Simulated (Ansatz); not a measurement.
ZrSe2:
```xyz
3
Lattice="3.7086 0.0000 0.0000 -1.8543 3.2118 0.0000 0.0000 0.0000 33.0000" Properties=species:S:1:pos:R:3 pbc="T T F"
Se     1.8543     1.0706    18.0685
Zr     0.0000     0.0000    16.5000
Se     0.0000     2.1412    14.9315
```
The layer is periodic in x and y and isolated along z.

Relaxed with LDA. Special points in fractions of this cell's reciprocal vectors: Γ (0.000, 0.000, 0.000); M (0.500, 0.000, 0.000); K (0.333, 0.333, 0.000).

Task: List the band energies nearest the valence-band maximum at these points for DFT-LDA in the program Ansatz with PAW potentials.

Result: In eV from the valence-band maximum; about four levels below and three above (degenerate sets whole), none deeper than 8.9 eV; points with the same levels are listed once.

| k | below | above |
|---|---|---|
| Γ | -2.66 -2.66 -1.35 0.00 0.00 | 1.01 1.01 1.58 |
| M | -2.80 -2.62 -1.64 -1.10 | 0.27 2.67 3.08 |
| K | -3.68 -2.29 -2.29 -2.15 | 1.84 2.41 2.41 |

Space group P-3m1 (1T). The layer was cut from a bulk entry of the Materials Project (measured or hypothetical); whether that bulk phase is the ambient one, and whether the layer has been isolated, was not checked. The LDA relaxation kept the symmetry of its start; whether a distortion lowers the energy is not shown. No spin polarisation was allowed. Scalar-relativistic: spin–orbit coupling is off unless named, which matters more the heavier the elements.

Potentials: the later of the program's two PAW sets.
